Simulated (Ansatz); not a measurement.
Ti₂O₃ (corundum)

```
CELL_PARAMETERS angstrom
      2.49574     1.44092     4.58833
     -2.49574     1.44092     4.58833
      0.00000    -2.88183     4.58833
ATOMIC_POSITIONS crystal
  Ti 0.84570 0.84570 0.84570
  Ti 0.15430 0.15430 0.15430
  Ti 0.65430 0.65430 0.65430
  Ti 0.34570 0.34570 0.34570
  O  0.06147 0.43853 0.75000
  O  0.93853 0.56147 0.25000
  O  0.75000 0.06147 0.43853
  O  0.25000 0.93853 0.56147
  O  0.43853 0.75000 0.06147
  O  0.56147 0.25000 0.93853
```

The slice is a (0001) plane (indices of the conventional cell) through the point (0.154, 0.154, 0.154) (fractional), spanned by u = [1 0 -1] and v = [-1 2 -1] in vectors of this cell: u (4.99 Å) and v (8.65 Å, at 90° to u). It covers one period; positions are fractions (u, v).

All values below come from LDA (plane waves to 420 eV, PAW, scalar-relativistic; Ansatz, a first-principles code). k mesh 11×11×11. Near the nuclei the fields are pseudised (PAW); where an atom keeps semicore shells as valence, they peak there. Ti2O3 is run without spin polarisation and with no Hubbard U. Ti2O3 was relaxed with its symmetry unable to fall.

Q: Predict the map of the electron localisation function (ELF) on the slice.

A: 
```
|xx@@**......    ::**++..++@@|
|%%++..::....--++::..::....**|
|  ..==**::--@@@@@@--......  |
|  --####::==@@xx@@**  ....  |
|  ::****..--@@@@@@--        |
|  ..::::..  --++::..::      |
|          ..  ..::****::    |
|        ..::..::++%%##--    |
|          ......::----..    |
|  ....    ..**%%++..        |
|..==++--  **@@xx@@**        |
|..++%%**..%%xxxxxx%%......  |
|  ::**++..++@@xx@@**......  |
|++::..::....**%%++..::....--|
|@@@@--......    ..==**::--@@|
|xx@@**  ....    --####::==@@|
|@@@@--          ::****..--@@|
|++::..::        ..::::..  --|
|..::****::              ..  |
|::++%%##--            ..::..|
|..::----..              ....|
|%%++..          ....    ..**|
|xx@@**        ..==++--  **@@|
|xxxx%%......  ..++%%**..%%xx|
```
Scale: ten equal steps from 0.02 (start of ' ') to 0.66 (end of '@'), in the order ' .:-=+*#%@'. Values: electron localisation function (ELF). The map has 14 points along u (two characters each, u = 0 at the left) and 24 along v (v = 0 in the bottom row). Points within 0.4 Å of a nucleus are blanked (x), as the pseudised field means little there.
